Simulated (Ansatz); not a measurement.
Relaxed-ion elastic tensor of Ge (β-Sn type, I4_1/amd) in GPa (Voigt order), r²SCAN in the plane-wave PAW code Ansatz; density 6.46 g/cm³, 18.67 Å³ per atom.

```
 131  49.5  53.1   0.0   0.0   0.0
49.5   131  53.1   0.0   0.0   0.0
53.1  53.1   119   0.0   0.0   0.0
 0.0   0.0   0.0  51.6   0.0   0.0
 0.0   0.0   0.0   0.0  51.6   0.0
 0.0   0.0   0.0   0.0   0.0  64.9
```

Q: Is the crystal mechanically stable?

A: Yes: the smallest eigenvalue of C is 51.6 GPa.

Q: Work out the Voigt, Reuss and Hill averages.

A: K_V = 77.0, K_R = 76.9, K_H = 76.9; G_V = 48.7, G_R = 46.4, G_H = 47.5 GPa.

Q: Give Young's modulus, Poisson's ratio, Pugh's ratio and the universal anisotropy index.

A: E = 9KG/(3K + G) = 118 GPa; ν = 0.24; K/G = 1.62 (brittle by the Pugh limit of 1.75); A_U = 5G_V/G_R + K_V/K_R − 6 = 0.25.

Q: Estimate the sound speeds and the Debye temperature.

A: v_l = √((K + 4G/3)/ρ) = 4660 m/s, v_t = √(G/ρ) = 2710 m/s, mean 3010 m/s; Θ = (h/k)(3n/4πV)^(1/3) v_m = 338 K.

Q: How much does each axis shrink under pressure?

A: Linear compressibilities β_i = Σ_j S_ij (j = 1 to 3): x 4.2, y 4.2, z 4.7 per TPa.

This is a known high-pressure phase of the composition, computed here at zero pressure and temperature. Symmetry was held in the r²SCAN relaxation; of distortions, only those at the zone centre were tested. As this level gives no gap, shear constants depend on the k-mesh and smearing (Fermi–Dirac, 0.1 eV here). On the denser mesh and wider smearing of the elastic run this cell carries a stress of 0.5 GPa.

Potentials: the later of the program's two PAW sets.
